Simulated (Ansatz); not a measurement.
# Gd and Y sharing the Gd sites of Gd3Sn7

Computed with the plane-wave PAW code Ansatz (scalar-relativistic, PAW set soft_2): PBEsol, collinear spin where a start has a moment, 420 eV cutoff, k-mesh 4×4×2.

End member Gd3Sn7, relaxed:

```
CELL_PARAMETERS angstrom
4.36764 0.00000 4.42453
4.36764 0.00000 -4.42453
-2.18382 13.10326 0.00000
ATOMIC_POSITIONS crystal
Gd 0.75000 0.25000 0.00000
Gd 0.25000 0.75000 0.00000
Gd 0.15569 0.15569 0.62275
Gd 0.65569 0.65569 0.62275
Gd 0.34431 0.34431 0.37725
Gd 0.84431 0.84431 0.37725
Sn 0.35587 0.85587 0.42350
Sn 0.85587 0.35587 0.42350
Sn 0.64413 0.14413 0.57650
Sn 0.14413 0.64413 0.57650
Sn 0.04802 0.04802 0.19207
Sn 0.54802 0.54802 0.19207
Sn 0.45198 0.45198 0.80793
Sn 0.95198 0.95198 0.80793
Sn 0.45160 0.95160 0.80641
Sn 0.95160 0.45160 0.80641
Sn 0.54840 0.04840 0.19359
Sn 0.04840 0.54840 0.19359
Sn 0.25000 0.25000 0.00000
Sn 0.75000 0.75000 0.00000
```

The end members, relaxed in this structure: Gd: 25.32 Å³ an atom; Y: 25.07 Å³ an atom. The 6 Gd sites of a small cell are then shared in one or more ways (they are of 2 unlike kinds, so it matters which are taken), and cell and atoms relax.

```
sites taken  mixing energy (meV a mixed site)  volume (Å³ an atom)  volume over the mean of the ends (%)  moment (μB)
  4 Gd, 2 Y                              -8.5                25.21                                  -0.1         28.0
  4 Gd, 2 Y                              -7.6                25.22                                  -0.1         28.0
  2 Gd, 4 Y                               2.3                25.19                                   0.1         14.2
```

Mixing costs or gains less than 20 meV a site, which is within the noise of k mesh and relaxation, so the sign isn't settled. Ideal mixing entropy is worth up to 18 meV a site at 300 K and 60 meV at 1000 K, so the crystal should mix when hot.

One relaxed mixed cell (Gd2YSn7):

```
mixed
1.0
     4.3524    0.0026    4.4371
     4.3523    0.0039   -4.4369
    -2.1663   13.0553   -0.0020
Gd Y Sn
4 2 14
Direct
  0.7492 0.2495 0.9999
  0.2492 0.7495 0.9999
  0.1549 0.1555 0.6219
  0.6549 0.6552 0.6222
  0.3431 0.3439 0.3766
  0.8433 0.8439 0.3768
  0.3545 0.8554 0.4214
  0.8545 0.3553 0.4216
  0.6430 0.1435 0.5758
  0.1432 0.6436 0.5759
  0.0472 0.0461 0.1911
  0.5465 0.5474 0.1912
  0.4522 0.4515 0.8083
  0.9511 0.9528 0.8083
  0.4484 0.9491 0.8050
  0.9499 0.4501 0.8050
  0.5497 0.0498 0.1944
  0.0484 0.5489 0.1943
  0.2490 0.2494 0.9995
  0.7488 0.7492 0.9990
```

Caveats: Gd without a U keeps its half-filled shell, but its 4f levels lie too near the Fermi level; open f or d shells may hold a state above the lowest; a small cell repeats its arrangement periodically, so this isn't a truly random crystal; the end members kept the symmetry of the structure while the mixed cells were free to distort, which can lower these; an end member made by putting another element on the site need not exist, and other phases weren't compared.
